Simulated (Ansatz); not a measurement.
YSn$_{2}$:
```
CELL_PARAMETERS angstrom
      4.39767     0.00000     0.00000
      0.00000     4.32541     0.00000
     -2.19207     0.00000     8.31057
ATOMIC_POSITIONS crystal
  Y  0.60062 0.25000 0.20076
  Y  0.39938 0.75000 0.79924
  Sn 0.93868 0.25000 0.87818
  Sn 0.06132 0.75000 0.12182
  Sn 0.24967 0.25000 0.49858
  Sn 0.75033 0.75000 0.50142
```

Relaxed with r²SCAN. Special points in fractions of this cell's reciprocal vectors: Γ (0.000, 0.000, 0.000); Z (0.000, 0.500, 0.000); D (0.000, 0.500, 0.500); B (0.000, 0.000, 0.500); A (-0.500, 0.000, 0.500); E (-0.500, 0.500, 0.500); C2 (-0.500, 0.500, 0.000); Y2 (-0.500, 0.000, 0.000).

Q: List the band energies nearest the Fermi level at these points for the program Ansatz at the r²SCAN level (PAW).

A: In eV from the Fermi level; about four levels below and three above (degenerate sets whole), none deeper than 8.9 eV; points with the same levels are listed once.

```tsv
k	below	above
Γ	-1.20 -1.20 -1.13 -0.59	0.86 2.49 2.64
Z	-1.20 -1.20 -0.21 -0.21	0.88 0.88 1.31 1.31
D	-1.79 -1.79 -1.04 -1.04	0.33 0.33 0.82 0.82
B	-1.78 -1.23 -1.11 -0.76	0.02 1.06 2.01
A	-1.91 -1.33 -0.50 -0.19	0.67 0.90 0.95
E	-1.97 -1.97 -1.14 -1.14	2.94 2.94 3.47 3.47
C2	-1.98 -1.98 -1.14 -1.14	2.94 2.94 3.47 3.47
Y2	-1.91 -1.33 -0.48 -0.20	0.69 0.91 0.94
```

Space group Cmcm. The first step of the workflow began from a Materials Project structure, measured or hypothetical; the Crystallography Open Database copy checked does not list it. Its standing as an ambient phase is unchecked. Symmetry was held in the r²SCAN relaxation; whether a distortion lowers the energy is not shown. No spin polarisation was allowed. Point labels and valley counts follow the cell and symmetry of the run, lower than the named group. Spin–orbit coupling is left out wherever it is not named.

Potentials: the later of the program's two PAW sets.
